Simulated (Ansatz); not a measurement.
## VOF₃: Field gradients at the nuclei

The cell is a Materials Project structure (computed, not necessarily an observed phase), taken as it stands.

Space group P2_12_12_1 (No. 19); a = 5.2268, b = 5.8578, c = 10.1157 Å.

| site | Wyckoff | site symmetry | x | y | z |
| --- | --- | --- | --- | --- | --- |
| V | 4a | 1 | 0.2238 | 0.1157 | 0.1042 |
| O | 4a | 1 | 0.1188 | 0.6879 | 0.5226 |
| F9 | 4a | 1 | 0.0068 | 0.2312 | 0.2222 |
| F10 | 4a | 1 | 0.0476 | 0.9769 | 0.7193 |
| F11 | 4a | 1 | 0.2864 | 0.1377 | 0.5113 |

One atom of each set is listed.

Method: Kohn–Sham DFT in Ansatz, PBE, plane waves and PAW, scalar-relativistic, 420 eV cutoff, Γ-centred 4×4×2 k-points, Fermi–Dirac smearing 0.02 eV.

C_Q = eQV_zz/h, which is 24.18 MHz for Q = 1 b and V_zz = 10²¹ V/m²; η = (V_xx − V_yy)/V_zz.

V-51: I = 7/2, Q = -52.00 mb; ¹⁷O: I = 5/2, Q = -25.58 mb. Nuclear quadrupole moments: year-2017 set (Pyykkö).

**Question.** Which values are expected at the nuclei?

**Answer.** 

```csv
site,atoms,first shell,V_zz (10²¹ V/m²),η,C_Q (MHz)
V,4,"1 O at 1.64 Å, 3 F at 1.75–1.78 Å; also 1 O at 2.24 Å",5.70,0.37,-7.17
O,4,1 V at 1.64 Å; also 1 V at 2.24 Å,-2.55,0.73,1.58
F9,4,1 V at 1.78 Å,9.09,0.17,–
F10,4,1 V at 1.75 Å,8.14,0.43,–
F11,4,1 V at 1.76 Å,8.27,0.23,–
```

At F9, F10 and F11 V_zz points along its bond to V (within 6°) in each case.

F has no stable isotope with a ground-state quadrupole moment in the table, so no C_Q is given.

The largest force is 1.2 eV/Å, so the atoms aren't at the calculated equilibrium and relaxing them would move these values.

The run took 37 s of wall time (37 s of CPU time) and 0.79 GiB at its peak, on 1 thread of Intel Xeon 6975P-C (Granite Rapids) (x86_64; 16 cores open to the job, memory cap 2.5 GiB, no GPU), a shared host with a load of 0.5 a core.
